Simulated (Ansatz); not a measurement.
## HCl: zone-centre modes at 14 GPa

Method: DFT PBEsol, scalar-relativistic, plane waves, PAW (Ansatz 0.2.0). Settings: 420 eV plane-wave cutoff, Γ-centred 8×8×8 mesh, fixed occupations. No spin polarisation. Phonons by linear response, acoustic sum rule imposed.

The cell, relaxed at 14 GPa:
```
H Cl
1.0
    -1.59350    1.59350    2.25066
     1.59350   -1.59350    2.25066
     1.59350    1.59350   -2.25066
H Cl
1 1
Direct
  0.68884 0.68884 0.00000
  0.97916 0.97916 0.00000
```

The crystal is built of molecules and no dispersion correction was added, so the binding between them is poorly described, and with it their spacing and whatever depends on it. Other phases may be more stable at this pressure.

(1) Give the high-frequency dielectric tensor ε∞.

(2) Give the Born effective charges.

Answers

(1)
```
3.65 0.00 0.00
0.00 3.65 0.00
0.00 0.00 3.81
```

(2)
| atom | Z*xx | Z*yy | Z*zz | mean |
| --- | --- | --- | --- | --- |
| H (atom 1) | 0.54 | 0.54 | 0.78 | 0.62 |
| Cl (atom 2) | -0.54 | -0.54 | -0.78 | -0.62 |

Whether HCl exists in this form wasn't checked.